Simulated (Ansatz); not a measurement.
CaCl2:
```yaml
crystal:
  lattice:
    - [6.25089, 0.00000, 0.00000]
    - [0.00000, 6.48751, 0.00000]
    - [0.00000, 0.00000, 4.15601]
  atoms:
    - { symbol: Ca, position: [0.50000, 0.50000, 0.50000] }
    - { symbol: Ca, position: [0.00000, 0.00000, 0.00000] }
    - { symbol: Cl, position: [0.77271, 0.16785, 0.50000] }
    - { symbol: Cl, position: [0.22729, 0.83215, 0.50000] }
    - { symbol: Cl, position: [0.27271, 0.33215, 0.00000] }
    - { symbol: Cl, position: [0.72729, 0.66785, 0.00000] }
```

Relaxed with r²SCAN.

Task: Give the Bader charges and basin volumes of the independent atoms, the program Ansatz at the r²SCAN level (PAW).

Result: 

| atom | Bader charge (e) | Bader volume (Å³) |
|---|---|---|
| Ca1 | +1.62 | 13.3 |
| Cl3 | -0.81 | 35.1 |

Space group Pnnm. The first step of the workflow began from a Materials Project structure, measured or hypothetical; the Crystallography Open Database files this formula in space group No. 58, but the cells were not matched. Whether it is the stable phase at ambient conditions was not checked. The r²SCAN relaxation kept the symmetry of its start; its stability against distortions is not shown here.

Potentials: the later of the program's two PAW sets.
